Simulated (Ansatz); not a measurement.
CoPdO$_{2}$:
Space group R-3m, hexagonal axes (No. 166); a = 2.814 Å, b = 2.814 Å, c = 17.636 Å, α = 90.00°, β = 90.00°, γ = 120.00°

```json
[
 {"atom": "Pd", "site": "3a", "symmetry": "-3m", "x": "0.0000", "y": "0.0000", "z": "0.0000"},
 {"atom": "Co", "site": "3b", "symmetry": "-3m", "x": "0.0000", "y": "0.0000", "z": "0.5000"},
 {"atom": "O", "site": "6c", "symmetry": "3m", "x": "0.0000", "y": "0.0000", "z": "0.1126"}
]
```
(The calculation used a cell of 4 atoms; values per cell refer to that cell.)

This is the PBEsol-relaxed structure.

**Question.** All from DFT-PBEsol in the program Ansatz with PAW potentials, unless another level is named. Predict the electronic character.

**Answer.** metallic (no gap).

**Question.** Give the density of states at the Fermi level.

**Answer.** 0.16 states/eV per atom (mean over ±0.08 eV).

**Question.** What about the gap with spin–orbit coupling?

**Answer.** none (metallic).

The cell was relaxed with PBEsol under the symmetry of its start. The workflow began spin-polarised and lost its moments. No Hubbard U is applied. The compound may be a true metal, but semilocal functionals without U, or a wrong spin order, can also close a gap. Spin–orbit coupling is left out wherever it is not named.

Potentials: the later of the program's two PAW sets.
